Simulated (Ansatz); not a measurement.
A (100) slab of MnSi (P2_13 (No. 198)), 12 planes, outer planes MnSi (top) and MnSi (bottom), with 24 atoms (Mn12Si12) in a surface cell of A = 20.229 Å², as cut from the bulk:

```yaml
crystal:
  lattice:
    - [4.49770, 0.00000, 0.00000]
    - [0.00000, 4.49770, 0.00000]
    - [0.00000, 0.00000, 27.25956]
  atoms:
    - { symbol: Mn, position: [0.13713, 0.63713, 0.27513] }
    - { symbol: Si, position: [0.34561, 0.15439, 0.27798] }
    - { symbol: Si, position: [0.65439, 0.65439, 0.30953] }
    - { symbol: Mn, position: [0.86287, 0.13713, 0.31238] }
    - { symbol: Mn, position: [0.36287, 0.36287, 0.35763] }
    - { symbol: Si, position: [0.15439, 0.84561, 0.36048] }
    - { symbol: Si, position: [0.84561, 0.34561, 0.39203] }
    - { symbol: Mn, position: [0.63713, 0.86287, 0.39488] }
    - { symbol: Mn, position: [0.13713, 0.63713, 0.44013] }
    - { symbol: Si, position: [0.34561, 0.15439, 0.44298] }
    - { symbol: Si, position: [0.65439, 0.65439, 0.47453] }
    - { symbol: Mn, position: [0.86287, 0.13713, 0.47737] }
    - { symbol: Mn, position: [0.36287, 0.36287, 0.52263] }
    - { symbol: Si, position: [0.15439, 0.84561, 0.52547] }
    - { symbol: Si, position: [0.84561, 0.34561, 0.55702] }
    - { symbol: Mn, position: [0.63713, 0.86287, 0.55987] }
    - { symbol: Mn, position: [0.13713, 0.63713, 0.60512] }
    - { symbol: Si, position: [0.34561, 0.15439, 0.60797] }
    - { symbol: Si, position: [0.65439, 0.65439, 0.63952] }
    - { symbol: Mn, position: [0.86287, 0.13713, 0.64237] }
    - { symbol: Mn, position: [0.36287, 0.36287, 0.68762] }
    - { symbol: Si, position: [0.15439, 0.84561, 0.69047] }
    - { symbol: Si, position: [0.84561, 0.34561, 0.72202] }
    - { symbol: Mn, position: [0.63713, 0.86287, 0.72487] }
```

Computed with DFT PBE, scalar-relativistic, plane waves, PAW in Ansatz. Settings: cutoff 420 eV, Γ-centred mesh 8×8×1 on the computed 24-atom cell, Gaussian smearing of 0.10 eV; no spin polarisation. The cell repeats along c with a dipole correction in the vacuum.

Against the same 24 atoms in the bulk, the slab as cut lies 7.056 eV higher and the relaxed slab 6.315 eV higher.

Q: Work out the surface energy before and after relaxation.

A: The slab has two faces, so γ = (E_slab − N·E_bulk)/(2A), the mean of both. As cut: 7.056/(2 × 20.229) = 0.1744 eV/Å², and 1 eV/Å² = 16.02 J/m², so γ = 2.79 J/m². Relaxed: 6.315/(2 × 20.229) = 0.1561 eV/Å² = 2.50 J/m². Relaxation recovers 11 % of the cost of cutting.

Q: What is the ideal work of this cut, per area?

A: Griffith's ideal work is 2γ: 5.59 J/m² if the new faces stay rigid, 5.00 J/m² if they relax. Other cuts parallel to this plane can cost less. One thickness was run, 12 planes, so γ can still shift with it.

Spin polarisation was left out, and a magnetic state may lie lower.

Cost: 4 runs of about 87 core-minutes in all, on Arm Neoverse V1 (shared hosts).